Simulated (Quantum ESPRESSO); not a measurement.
Kohn-Sham bands of ZnCdO$_{2}$ (P3m1)

```
CELL_PARAMETERS angstrom
      3.44643     0.00000     0.00000
     -1.72322     2.98470     0.00000
      0.00000     0.00000     5.70527
ATOMIC_POSITIONS crystal
  Zn 0.00000 0.00000 0.99694
  Cd 0.66667 0.33333 0.49044
  O  0.66667 0.33333 0.09799
  O  0.00000 0.00000 0.65063
```

Structure: Materials Project mp-1215505, symmetrised, not relaxed again. Not found in the COD (Crystallography Open Database) copy used; not checked further. Method: PBEsol plane waves in Quantum ESPRESSO 7.5 (PseudoDojo norm-conserving files, 82 Ry, spinors with spin-orbit coupling), Bloch states on a 6×6×4 mesh through Γ, Wannier90 4.0.1. Density: 12×12×6 mesh, Gaussian smearing 0.01 Ry.

Energies are relative to the Fermi level; weights are on the orthonormalised atomic waves of the pseudopotential files, averaged over the group. 52 electrons a cell are treated as valence.

```
bands  from (eV)  to (eV)  filling  weight on atomic waves
-----  ---------  -------  -------  ----------------------
1–2      -123.25  -123.25   filled                       …
3–4      -100.19  -100.19   filled                       …
5–6       -79.65   -79.65   filled                       …
7–10      -76.59   -76.58   filled                       …
11–12     -65.37   -65.37   filled                       …
13–16     -59.55   -59.52   filled                       …
17–20     -17.15   -16.57   filled                       …
21–30      -7.27    -5.92   filled                       …
```

### Question
Which atomic shells make up each group?

### Answer

- 1–2, weight on atomic waves: Zn 3s 100 %
- 3–4, weight on atomic waves: Cd 4s 100 %
- 5–6, weight on atomic waves: Zn 3p 100 %
- 7–10, weight on atomic waves: Zn 3p 100 %
- 11–12, weight on atomic waves: Cd 4p 100 %
- 13–16, weight on atomic waves: Cd 4p 100 %
- 17–20, weight on atomic waves: O 2s 89 %
- 21–30, weight on atomic waves: Cd 4d 87 %, O 2p 9 %

No gap over 0.05 eV opens at the Fermi level at this level of theory; semilocal functionals close the gap of some real semiconductors.
